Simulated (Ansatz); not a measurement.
## Is this Ta3GeMo structure a true minimum?

The cell was found from a proposed guess, not taken from experiment.

All numbers below come from Ansatz, DFT PBE, scalar-relativistic, plane waves, PAW. Plane waves to 420 eV, a k mesh through Γ of 10×10×2 on the computed 10-atom cell and Gaussian smearing (0.10 eV); no spin polarisation.

The cell below (10 atoms, space group P4/mmm (No. 123)) is relaxed within its symmetry.

```
Ta Ge Mo
1.0
     3.37165    0.00000    0.00000
     0.00000    3.37165    0.00000
     0.00000    0.00000   14.99460
Ta Ge Mo
6 2 2
Direct
  0.50000 0.50000 0.50000
  0.50000 0.50000 0.70210
  0.50000 0.50000 0.29790
  0.00000 0.00000 0.00000
  0.50000 0.50000 0.89451
  0.50000 0.50000 0.10549
  0.00000 0.00000 0.19898
  0.00000 0.00000 0.80102
  0.00000 0.00000 0.39395
  0.00000 0.00000 0.60605
```

For the test it was strained at random (σ = 1.5 % a component), the atoms were moved at random (σ = 0.15 Å), and all was relaxed again on a coarse 6×6×2 mesh (in the run’s order of axes) with 0.20 eV smearing, with no symmetry imposed.

Spin–orbit coupling, which can matter for Ta, is left out.

**Question.** Does it come back?

**Answer.** It returns, within 1 meV/atom of the unmoved cell on that mesh and with the same symmetry when read at 0.1 Å. No instability shows in this cell; modes of other wave vectors, which need another repeat, aren't tested.
